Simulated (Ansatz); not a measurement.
BePd:
```
CELL_PARAMETERS angstrom
      2.81220     0.00000     0.00000
      0.00000     2.81220     0.00000
      0.00000     0.00000     2.81220
ATOMIC_POSITIONS crystal
  Be 0.00000 0.00000 0.00000
  Pd 0.50000 0.50000 0.50000
```

Relaxed with r²SCAN.

Q: Give the Bader charges and basin volumes of the independent atoms, plane-wave PAW r²SCAN (Ansatz code).

A: 

```json
[
 {"atom": "Be1", "Bader charge (e)": "+1.53", "Bader volume (Å³)": "2.4"},
 {"atom": "Pd2", "Bader charge (e)": "-1.53", "Bader volume (Å³)": "19.8"}
]
```

Space group Pm-3m (CsCl type). The workflow started from an entry of the Crystallography Open Database (COD). Whether it is the stable phase at ambient conditions was not checked. The r²SCAN relaxation kept the symmetry of its start; whether a distortion lowers the energy is not shown. No spin polarisation was allowed.

Potentials: the later of the program's two PAW sets.
